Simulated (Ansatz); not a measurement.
## Computed properties of EuZn₂Ga₂

EuZn₂Ga₂:
```
EuZn2Ga2
1.0
   -2.11807     2.11807     5.36452
    2.11807    -2.11807     5.36452
    2.11807     2.11807    -5.36452
Eu Zn Ga
1 2 2
Direct
  0.00000   0.00000   0.00000
  0.61405   0.61405   0.00000
  0.38595   0.38595   0.00000
  0.75000   0.25000   0.50000
  0.25000   0.75000   0.50000
```
The run is spin-polarised; directions of the spins, atom by atom: ↑ 0 0 0 0.

Space group I4/mmm (No. 139); conventional cell a = 4.2361 Å, b = 4.2361 Å, c = 10.7290 Å, α = 90.00°, β = 90.00°, γ = 90.00°.

Method: DFT-r²SCAN in the program Ansatz with PAW potentials. The cell and atoms are relaxed at this level. Other levels are named where they apply.

**Cell and energy**

```yaml
volume_per_atom: 19.25 Å³
density: 7.28 g/cm³
Formation energy from the elements (no fitted shifts): -0.44 eV/atom
```

**Electronic structure**

```yaml
electronic_character: metallic (no gap)
Density of states at the Fermi level: 0.49 states/eV per atom (mean over ±0.08 eV)
```

**Magnetism**

```yaml
magnetic_order: ferromagnetic
net_moment: 1.39 μB per atom
```

The workflow started from a Materials Project entry (that database holds measured and hypothetical structures alike); the Crystallography Open Database copy checked does not list it. Its standing as an ambient phase is unchecked. The r²SCAN relaxation kept the symmetry of its start; whether a distortion lowers the energy is not shown. Spin order of the final state: ferromagnetic, the only order run, not a proven ground state. The cell computed holds one magnetic atom, so no antiferromagnetic order was within reach. Caveat: open 4f shells can settle in a state that is not the lowest. Other orbital occupations within this spin state were not tried. No Hubbard U is applied. Axis ratios of metals converge slowly with the k-mesh, so a and c are less sure than the volume. The references are the lowest solids computed at this level, not always the standard phases. Spin–orbit coupling is left out wherever it is not named.

Potentials: the later of the program's two PAW sets.
